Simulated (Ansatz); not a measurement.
# Property card for MgZn2O3

MgZn$_{2}$O$_{3}$:
```xyz
6
Lattice="3.0061 0.0000 0.0000 -1.5030 2.6033 0.0000 0.0000 0.0000 7.3413" Properties=species:S:1:pos:R:3 pbc="T T T"
Mg     0.0000     0.0000     0.0000
Zn     0.0000     1.7356     4.9062
Zn     1.5030     0.8678     2.4351
O      0.0000     1.7356     1.1846
O      1.5030     0.8678     6.1567
O      0.0000     0.0000     3.6706
```

Space group P-3m1 (No. 164); conventional cell a = b = 3.006 Å, c = 7.341 Å, α = β = 90.00°, γ = 120.00°.

Method: r²SCAN (plane waves, PAW; program Ansatz). The cell and atoms are relaxed at this level. Other levels are named where they apply.

Cell and energy:

```yaml
volume_per_atom: 9.58 Å³
density: 5.87 g/cm³
Formation energy from the elements (no fitted shifts): -1.99 eV/atom
```

Electronic structure:

```yaml
band_gap: 2.62 eV (direct)
valence_band_maximum: at Γ
conduction_band_minimum: at Γ
electron_effective_mass: 0.27 mₑ (isotropic)
Hole effective mass, band 1 of 2 at the edge: 3.3 along x, 3.4 along z (mₑ)
Hole effective mass, band 2 of 2 at the edge: 0.46 along x, 3.4 along z (mₑ)
HSE06 gap on the r²SCAN cell: 3.76 eV
```

Mechanics:

```yaml
Bulk modulus (Birch–Murnaghan fit): 183 GPa
Pressure derivative B′: 4.3
Elastic constants (relaxed ions, GPa): C11 = 319, C12 = 122, C13 = 109, C14 = 25.2, C33 = 334, C44 = 72.1
mechanical_stability: stable (all eigenvalues of C positive)
hill_bulk_and_shear_moduli: 183 and 86.0 GPa
Young's modulus: 223 GPa
Poisson's ratio: 0.30
debye_temperature_from_the_elastic_constants: 599 K
```

Dielectric response:

```yaml
Electronic dielectric constant ε∞ (DFPT): 4.07 (xx = yy), 3.98 (zz)
Static dielectric constant ε0 (ions relaxed, cell fixed): 19.1 (xx = yy), 16.4 (zz)
Born charges (a third of the trace): Mg +2.18, Zn +2.28, O -2.28 to -2.23 e
```

Phonons:

```yaml
Highest zone-centre frequency (without LO–TO term): 72.4 meV
zone_centre_stability: no imaginary mode at Γ
```

Charges:

```yaml
bader_charges: Mg +1.75, Zn +1.33, O -1.53 to -1.34 e
```

The workflow started from a Materials Project entry (that database holds measured and hypothetical structures alike); the Crystallography Open Database copy checked does not list it. With Mg and Zn taken as one species the cell has the higher symmetry Fm-3m, so it may be an ordered model of a mixed-site phase. Its standing as an ambient phase is unchecked. Symmetry was held in the r²SCAN relaxation. The references are the lowest solids computed at this level, not always the standard phases (solids in place of the gases).

Potentials: the later of the program's two PAW sets.
